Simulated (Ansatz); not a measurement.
Values for one crystal, relaxed and computed with PBEsol (plane waves, PAW; program Ansatz); other levels are named.

```yaml
volume_per_atom: 15.77 Å³
electronic_character: metallic (no gap)
highest_zone_centre_frequency: 312 cm⁻¹
Vibrational entropy at 300 K: 23.9 J/(K·mol of atoms)
Poisson's ratio: 0.25
dynamical_stability_on_the_path: stable (no imaginary branch)
Density of states at the Fermi level: 0.89 states/eV per atom (mean over ±0.08 eV)
```

Question: Pick the material that matches.
A) AlRu, CsCl type
B) AlRu, Cmcm (Al on 4c, Ru on 4c)
C) TiAl, L1₀ or tetragonal B2
D) AlRh, CsCl type

Answer: C, TiAl, L1₀ or tetragonal B2

Space group P4/mmm (L1₀ or tetragonal B2). The cell was relaxed with PBEsol under the symmetry of its start. No spin polarisation was allowed. As this level gives no gap, phonon frequencies hold no LO–TO term and depend on the k-mesh and smearing (Fermi–Dirac, 0.1 eV here).

Potentials: the earlier of the program's two PAW sets. The files were generated under PBE; for other functionals the program regenerates the frozen cores, and for LDA and PBEsol the local potential too.
